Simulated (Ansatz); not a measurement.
Given:

Si2W:
```cif
data_Si2W
_chemical_formula_sum 'W1 Si2'
_space_group_name_H-M_alt 'P 1'
_space_group_IT_number 1
_cell_length_a 4.51496
_cell_length_b 4.51496
_cell_length_c 4.51496
_cell_angle_alpha 138.337
_cell_angle_beta 138.337
_cell_angle_gamma 60.387
loop_
_space_group_symop_operation_xyz
  'x, y, z'
loop_
_atom_site_label
_atom_site_type_symbol
_atom_site_fract_x
_atom_site_fract_y
_atom_site_fract_z
_atom_site_occupancy
W1 W 0.00000 0.00000 0.00000 1
Si1 Si 0.33481 0.33481 0.00000 1
Si2 Si 0.66519 0.66519 0.00000 1
```

This is the r²SCAN-relaxed structure.

Q: All from r²SCAN in the plane-wave PAW code Ansatz, unless another level is named. Predict the electronic character.

A: metallic (no gap).

Q: Next, the formation energy from the elements (no fitted shifts)?

A: -0.31 eV/atom.

Q: Next, the density of states at the Fermi level?

A: 0.06 states/eV per atom (mean over ±0.08 eV).

Q: Give the gap with spin–orbit coupling.

A: none (metallic).

Space group I4/mmm (MoSi2 or CaC2 type). Symmetry was held in the r²SCAN relaxation; of distortions, only those at the zone centre were tested. No spin polarisation was allowed. The references are the lowest solids computed at this level, not always the standard phases. Scalar-relativistic: spin–orbit coupling is off unless named, which matters more the heavier the elements.

Potentials: the later of the program's two PAW sets.
